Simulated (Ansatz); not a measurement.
The cell below belongs to a search over invented structures; it isn't taken from experiment.

Input and command of a plane-wave DFT calculation in Ansatz:

```yaml
crystal:
  lattice:
    - [6.8565775854, 0.0, 0.0]
    - [-3.4282887927, 5.937970372, 0.0]
    - [0.0, 0.0, 3.0335288251]
  atoms:
    - { symbol: Mo, position: [0.0, 0.0, 0.0] }
    - { symbol: Se, position: [0.2949128156, 0.0, 0.5] }
    - { symbol: Se, position: [0.0, 0.2949128156, 0.5] }
    - { symbol: Se, position: [0.7050871844, 0.7050871844, 0.5] }
basis:
  ecutwfc: 420
kpoints:
  mp_grid: { grid: [6, 6, 12] }
hamiltonian:
  xc: pbe
scf:
  occupations: { method: gaussian, width: 0.1 }
output:
  forces: true
  stress: true
  eigenvalues: true
relax:
  adjacent_minimum: "off"
  f_tol: 0.01
  max_steps: 30
  cell: { stress_tol: 0.1, fix: [volume] }
```

```bash
ansatz run input.yaml --threads 1 --pin off --max-ram 2560MiB --backend cpu --events-out ev --progress --plain --runs-dir out
```

Processor: Arm Neoverse V1, 1 thread, on a host shared with other jobs.

**Question.** How long does it run, and how much memory does it take?

**Answer.** About 120 s, peak memory 0.47 GiB. It solves 38 bands at 49 k points (after reduction by symmetry) with about 2387 plane waves, in 32 SCF iterations over 5 ionic steps.
